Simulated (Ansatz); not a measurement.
The relaxed structure here is a generated cell of Zr2Ge: the first start was made by a random draw of sites in a space group, and the end was not matched to a known phase here, so it may be hypothetical.

The end point of a relaxation of Zr2Ge. Space group Fm-3m (No. 225). Method: r2SCAN (plane waves to 500 eV, PAW, scalar-relativistic; Ansatz, a first-principles code).

```cif
data_Ge3Zr6
_chemical_formula_sum 'Ge3 Zr6'
_space_group_name_H-M_alt 'P 1'
_space_group_IT_number 1
_cell_length_a 7.09515
_cell_length_b 7.09515
_cell_length_c 7.09515
_cell_angle_alpha 60.000
_cell_angle_beta 60.000
_cell_angle_gamma 60.000
loop_
_space_group_symop_operation_xyz
  'x, y, z'
loop_
_atom_site_label
_atom_site_type_symbol
_atom_site_fract_x
_atom_site_fract_y
_atom_site_fract_z
_atom_site_occupancy
Ge1 Ge 0.25000 0.25000 0.25000 1
Ge2 Ge 0.75000 0.75000 0.75000 1
Ge3 Ge 0.00000 0.00000 0.00000 1
Zr1 Zr 0.00000 0.00000 0.50000 1
Zr2 Zr 0.50000 0.50000 0.00000 1
Zr3 Zr 0.00000 0.50000 0.00000 1
Zr4 Zr 0.50000 0.00000 0.50000 1
Zr5 Zr 0.50000 0.00000 0.00000 1
Zr6 Zr 0.00000 0.50000 0.50000 1
```

- Volume per atom = 28.06 Å³
- Band gap = no gap (metallic)
- Shortest distances = Ge–Zr 2.51 Å; Zr–Zr 3.55 Å
- k-mesh = 8×8×8

Band energies at high-symmetry points (eV from the Fermi level; labels of this space group; no spin-orbit coupling), from −5 eV up to 1.5 eV:

| point | energies |
|---|---|
| Γ | -4.60 -4.60 -4.60 -1.96 -1.58 -1.58 -1.58 -1.31 -1.31 -1.31 -0.92 -0.92 -0.33 -0.33 -0.33 0.66 0.66 0.66 0.67 0.67 0.67 0.95 |
| X | -4.36 -4.36 -3.65 -2.75 -2.55 -1.88 -1.88 -1.85 -1.85 -1.06 -0.76 -0.28 -0.28 -0.25 0.15 0.15 0.20 0.78 0.78 1.11 1.12 |
| U | -4.05 -4.04 -3.72 -2.84 -2.42 -2.42 -2.04 -1.98 -1.76 -0.80 -0.65 -0.34 -0.24 -0.22 -0.18 0.22 0.44 0.47 0.89 0.98 1.13 1.35 |
| K | -4.05 -4.04 -3.72 -2.84 -2.42 -2.42 -2.04 -1.98 -1.76 -0.80 -0.65 -0.34 -0.24 -0.22 -0.18 0.22 0.44 0.47 0.89 0.98 1.13 1.35 |
| L | -3.39 -3.37 -3.37 -3.27 -3.27 -2.87 -2.07 -1.65 -1.65 -0.96 -0.33 -0.26 -0.26 -0.19 -0.19 -0.12 -0.12 0.92 1.09 1.17 1.24 1.24 1.44 1.44 |
| W | -4.23 -3.86 -3.33 -3.33 -2.32 -2.28 -2.13 -2.13 -1.74 -0.76 -0.46 -0.38 -0.38 -0.37 -0.07 0.37 0.37 0.63 0.63 1.03 1.03 1.48 |

No spin polarisation in the result.

The run could not lose the symmetry of its start: the end is stationary, and may be a saddle point rather than a minimum.

All atoms sit on sites fixed by symmetry, so only the cell could relax.
